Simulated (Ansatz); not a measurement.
input.yaml

```yaml
crystal:
  lattice:
    - [0.0, 3.6991656236, 3.6991656236]
    - [3.6991656236, 0.0, 3.6991656236]
    - [3.6991656236, 3.6991656236, 0.0]
  atoms:
    - { symbol: Zr, position: [0.0, 0.0, 0.0] }
    - { symbol: Zr, position: [0.25, 0.25, 0.25] }
    - { symbol: V, position: [0.625, 0.625, 0.625] }
    - { symbol: V, position: [0.125, 0.625, 0.625] }
    - { symbol: V, position: [0.625, 0.625, 0.125] }
    - { symbol: V, position: [0.625, 0.125, 0.625] }
basis:
  ecutwfc: 420
kpoints:
  mp_grid: { grid: [8, 8, 8] }
hamiltonian:
  xc: pbesol
scf:
  occupations: { method: gaussian, width: 0.1 }
output:
  forces: true
  stress: true
  eigenvalues: true
```

Launched with
```bash
ansatz run input.yaml --threads 1 --pin off --max-ram 2560MiB --backend cpu --events-out ev --progress --plain --runs-dir out
```

The calculation used DFT PBEsol, scalar-relativistic, plane waves, PAW (Ansatz 0.2.0).

From the run's log, abridged (iterations and final results):

```
SCF iter   1: F=—  HF=-19798.044743 eV  |F-HF|=—  |Δ(HF+E_count)|=         —  Δρ=8.95e-3  dr2=8.75e-2  ethr=1.77e-3  ⟨swp⟩=5.4  Hψ=4587  notcnv=0
SCF iter   2: F=—  HF=-19798.038430 eV  |F-HF|=—  |Δ(HF+E_count)|=   6.31e-3  Δρ=3.56e-3  dr2=1.08e-2  ethr=1.15e-4  ⟨swp⟩=2.0  Hψ=1795  notcnv=0  defer=41
SCF iter   3: F=—  HF=-19798.036916 eV  |F-HF|=—  |Δ(HF+E_count)|=   1.51e-3  Δρ=7.28e-4  dr2=2.49e-4  ethr=1.43e-5  ⟨swp⟩=2.0  Hψ=1635  notcnv=0  defer=41
SCF iter   4: F=—  HF=-19798.036924 eV  |F-HF|=—  |Δ(HF+E_count)|=   8.41e-6  Δρ=2.62e-4  dr2=4.94e-5  ethr=3.27e-7  ⟨swp⟩=2.4  Hψ=1984  notcnv=0  defer=41
SCF iter   5: F=—  HF=-19798.036938 eV  |F-HF|=—  |Δ(HF+E_count)|=   1.35e-5  Δρ=5.19e-5  dr2=2.23e-6  ethr=6.50e-8  ⟨swp⟩=2.2  Hψ=1681  notcnv=0  defer=41
SCF iter   6: F=—  HF=-19798.036937 eV  |F-HF|=—  |Δ(HF+E_count)|=   2.90e-7  Δρ=9.58e-6  dr2=1.07e-7  ethr=2.93e-9  ⟨swp⟩=2.0  Hψ=1813  notcnv=0  defer=41
SCF iter   7: F=-19798.036937 eV  HF=-19798.036937 eV  |F-HF|=1.22e-8  |Δ(HF+E_count)|=   1.65e-8  Δρ=3.55e-6  dr2=1.30e-8  ethr=1.32e-10  ⟨swp⟩=7.2  Hψ=4236  notcnv=0
SCF 1 converged in 7 iterations: F = -19798.036937 eV  dr2 = 1.30e-8
SCF converged after 7 iterations
Free energy (F): -19798.036937 eV
Harris-Foulkes:  -19798.036937 eV  (|F-HF|=1.22e-8)
Internal energy: -19797.972942 eV  (E = F + TS)
E sigma→0 (E₀):  -19798.004940 eV
Entropy (-TS):   -0.063995 eV (-10.666 meV/atom)
Fermi energy:    14.756566 eV
--- Per-component energies (eV) ---
  E_band       = -814.506354
  E_kinetic    = 2007.308525
  E_local      = -5403.259170  (includes V_loc(G=0)·N_el)
  E_nonlocal   = -9.982515
  E_hartree    = 2291.026017
  E_xc         = -836.730417
  E_vxc        = -1037.314911  (∫ρ·V_xc dr)
  E_paw        = -10146.130803  (= ΣΔE_a)
  E_vpaw       = -953.319155  (= ΣTr[D̂ρ^β])
  E_aug_tail   = 0.001031  (compensation charges beyond the density's cutoff)
  E_ewald      = -7701.135768
  E_core_change = 0.930157  (= ΣΔE_core)
  E_smearing   = -0.063995  (= −TS)
--- Forces (eV/Å), atoms counted from 1 ---
  atom   1  Zr     0.00000000     0.00000000     0.00000000
  atom   2  Zr     0.00000000     0.00000000     0.00000000
  atom   3  V      0.00000000     0.00000000     0.00000000
  atom   4  V      0.00000000     0.00000000     0.00000000
  atom   5  V      0.00000000     0.00000000     0.00000000
  atom   6  V      0.00000000     0.00000000     0.00000000
--- Stress (GPa, compression-positive) ---
       -7.848239       0.000000       0.000000
        0.000000      -7.848239       0.000000
        0.000000       0.000000      -7.848239
  P = ⅓ Tr σ = -7.8482 GPa (-78.482 kbar)
--- Band table (eV; the first three rows and the last of 29) ---
  k-point 0: bands = ["-48.5286", "-48.3712", "-48.3712", "-48.3712", "-33.0569", "-32.9610", "-22.9616", "-22.6271", "-22.6271", "-22.6271", "-22.5223", "-22.5223", "-22.2046", "-22.2046", "-22.2046", "-22.0264", "-22.0264", "-22.0264", "-11.2479", "-11.2479", "-11.2479", "-10.9679", "-10.9679", "-10.9679", "8.8320", "11.8752", "12.5643", "12.5643", "12.5643", "13.5833", "13.5833", "13.5833", "14.1331", "14.1331", "14.2762", "14.2762", "15.1447", "15.1447", "15.1447", "16.2517", "16.2517", "16.2517", "16.6245", "16.6245", "16.8589", "16.8589"]
  k-point 1: bands = ["-48.5242", "-48.3757", "-48.3712", "-48.3712", "-33.0543", "-32.9637", "-22.9399", "-22.6202", "-22.6174", "-22.6174", "-22.5173", "-22.5173", "-22.2161", "-22.2161", "-22.2046", "-22.0570", "-22.0305", "-22.0305", "-11.2512", "-11.2512", "-11.2445", "-10.9730", "-10.9641", "-10.9641", "9.0008", "11.9427", "12.5655", "12.5655", "12.6165", "13.3803", "13.6018", "13.6018", "14.1703", "14.1703", "14.3836", "14.3836", "14.9880", "15.0593", "15.0593", "16.2386", "16.2633", "16.2633", "16.6010", "16.6010", "16.7860", "16.8415"]
  k-point 2: bands = ["-48.5123", "-48.3879", "-48.3712", "-48.3712", "-33.0473", "-32.9711", "-22.8852", "-22.5963", "-22.5963", "-22.5939", "-22.4966", "-22.4966", "-22.2512", "-22.2512", "-22.2045", "-22.1425", "-22.0391", "-22.0391", "-11.2587", "-11.2587", "-11.2404", "-10.9810", "-10.9553", "-10.9553", "9.4838", "12.0109", "12.5860", "12.5860", "12.7648", "12.9686", "13.7020", "13.7020", "14.2569", "14.2569", "14.4916", "14.4916", "14.6377", "14.9554", "14.9554", "15.9205", "16.2998", "16.2998", "16.3791", "16.5044", "16.5044", "16.8001"]
  k-point 28: bands = ["-48.4504", "-48.4504", "-48.3713", "-48.3713", "-33.0098", "-33.0098", "-22.6278", "-22.6278", "-22.5253", "-22.5253", "-22.3972", "-22.3972", "-22.3904", "-22.3904", "-22.2665", "-22.2665", "-22.0991", "-22.0991", "-11.3030", "-11.3030", "-11.1083", "-11.1083", "-10.9142", "-10.9142", "11.7459", "11.7459", "12.2047", "12.2047", "13.3880", "13.3880", "13.7138", "13.7138", "14.1285", "14.1285", "14.1923", "14.1923", "14.8066", "14.8066", "14.8939", "14.8939", "15.2916", "15.2916", "16.2455", "16.2455", "17.2716", "17.2716"]
```

Self-consistency was reached.

The run took 11 s on 1 thread of Arm Neoverse V1 (shared host), peak memory 0.42 GiB.